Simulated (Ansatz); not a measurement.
# Mg₅ZnS₆: zone-centre modes

The calculation used DFT PBE, scalar-relativistic, plane waves, PAW in Ansatz. Cutoff 420 eV, 6×6×4 k-points (Γ-centred), fixed occupations. No spin polarisation. Phonons by linear response, acoustic sum rule imposed.

The cell, relaxed at this level:
```
Mg Zn S
1.0
     6.96086    0.00000    0.00000
    -3.48043    6.02829    0.00000
     0.00000    0.00000    6.46699
Mg Zn S
5 1 6
Direct
  0.00000 0.66985 0.00227
  0.66985 0.00000 0.00227
  0.33015 0.33015 0.00227
  0.33333 0.66667 0.50279
  0.66667 0.33333 0.50279
  0.00000 0.00000 0.50406
  0.00000 0.67696 0.38482
  0.67696 0.00000 0.38482
  0.32304 0.32304 0.38482
  0.33333 0.66667 0.88444
  0.00000 0.00000 0.87019
  0.66667 0.33333 0.88444
```

The cell was found from a structure generator's guess, not taken from experiment.

Optical modes at Γ (transverse, no macroscopic field):
```tsv
frequency (THz)	degeneracy	IR intensity of the level ((D/Å)²/amu)
2.50	2	0.02
3.43	1	0.09
3.89	2	0.21
4.25	1	0.00
4.30	2	0.00
5.00	2	0.27
6.66	2	0.59
6.93	1	0.00
6.99	1	0.67
7.72	1	1.18
7.99	2	5.74
8.52	1	5.05
9.26	2	14.85
9.28	1	0.00
9.34	1	29.95
9.47	1	0.00
9.51	1	0.00
9.62	2	3.71
9.67	2	1.31
9.69	1	0.19
9.99	2	41.54
10.23	2	0.54
```

All 33 optical modes at Γ are real: no displacement of atoms at fixed cell lowers the energy to second order. Strains and modes at other wave vectors aren't tested by this run.

```
Electronic dielectric constant ε∞ (principal values) : 4.26, 4.26, 4.35
Static dielectric constant ε0 (principal values)     : 7.0, 7.0, 7.6
Refractive index √ε∞, mean                           : 2.07
Kohn–Sham gap on the mesh                            : 3.13 eV
Cost                                                 : 5.3 min on 4 threads of Intel(R) Xeon(R) 6975P-C (Granite Rapids), on a shared host, peak memory 4.8 GiB
```

Born effective charges (e):
```csv
atom,Z*xx,Z*yy,Z*zz,mean
Mg (atom 1),1.87,1.86,2.03,1.92
Mg (atom 4),1.95,1.95,1.92,1.94
Zn (atom 6),1.96,1.96,1.97,1.96
S (atom 7),-1.92,-2.01,-1.94,-1.96
S (atom 10),-1.89,-1.89,-1.98,-1.92
S (atom 11),-1.78,-1.78,-2.12,-1.90
```

The modes are given without the long-range field that lifts LO modes in polar crystals.
